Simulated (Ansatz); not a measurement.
Here is the system:

HgS:
```
HgS
1.0
    0.00000     2.90595     2.90595
    2.90595     0.00000     2.90595
    2.90595     2.90595     0.00000
Hg S
1 1
Cartesian
  0.00000   0.00000   0.00000
  4.35893   4.35893   4.35893
```

This is the LDA-relaxed structure.

Task: All from the program Ansatz at the LDA level (PAW), unless another level is named. Estimate the electronic character.

Result: no gap, with almost no states at the Fermi level (zero-gap or semimetallic).

Task: What about the formation energy from the elements (no fitted shifts)?

Result: -0.19 eV/atom.

Space group F-43m (zinc blende). The LDA relaxation kept the symmetry of its start. The references are the lowest solids computed at this level, not always the standard phases. Spin–orbit coupling is left out wherever it is not named.

Potentials: the later of the program's two PAW sets.
